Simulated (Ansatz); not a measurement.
Total density of states per atom from PBE (plane waves, PAW; program Ansatz), in 0.25 eV bins, energy from the Fermi level:

```
E (eV) | states/eV/atom
    -7.85 | ## 0.19
    -7.60 | ## 0.20
    -7.35 | ## 0.21
    -7.10 | ### 0.23
    -6.85 | ### 0.24
    -6.60 | ### 0.26
    -6.35 | ### 0.29
    -6.10 | #### 0.32
    -5.85 | #### 0.36
    -5.60 | ##### 0.44
    -5.35 | ####### 0.63
    -5.10 | ########## 0.86
    -4.85 | ############# 1.09
    -4.60 | ############## 1.21
    -4.35 | ################ 1.36
    -4.10 | ############################## 2.56
    -3.85 | ############################## 2.56
    -3.60 | ############ 1.03
    -3.35 | ############### 1.30
    -3.10 | ############### 1.32
    -2.85 | ####### 0.59
    -2.60 | ##### 0.40
    -2.35 | #### 0.37
    -2.10 | ##### 0.41
    -1.85 | ##### 0.42
    -1.60 | #### 0.35
    -1.35 | #### 0.31
    -1.10 | #### 0.34
    -0.85 | #### 0.38
    -0.60 | ##### 0.44
    -0.35 | ##### 0.41
    -0.10 | #### 0.37
     0.15 | ### 0.29
     0.40 | ### 0.28
     0.65 | ### 0.28
     0.90 | ### 0.25
     1.15 | ### 0.27
     1.40 | #### 0.34
     1.65 | #### 0.31
     1.90 | #### 0.36
     2.15 | ##### 0.39
     2.40 | ##### 0.47
     2.65 | ###### 0.49
     2.90 | ##### 0.43
     3.15 | ##### 0.41
     3.40 | ##### 0.44
     3.65 | ##### 0.45
     3.90 | ##### 0.42
     4.15 | ##### 0.39
     4.40 | ##### 0.42
     4.65 | ###### 0.48
```

Task: Which of these materials gives this?
(A) As, A7 (α-As type)
(B) Ca, fcc (Cu type)
(C) Al2Cu, I4/mcm (Cu on 4a, Al on 8h)
(D) AlN, Pm-3n (Al on 6d, N on 6c)

Result: C, Al2Cu, I4/mcm (Cu on 4a, Al on 8h). Within 0.5 eV of the Fermi level: Al 3p 58 %, Al 3s 23 %, Cu 3d 9 %, outside the projected shells 5 %. Projections are on Löwdin-orthogonalised atomic valence shells; empty p or d shells of many metals are not among them.

The cell was relaxed with PBE under the symmetry of its start. The run is not spin-polarised.

Potentials: the earlier of the program's two PAW sets.
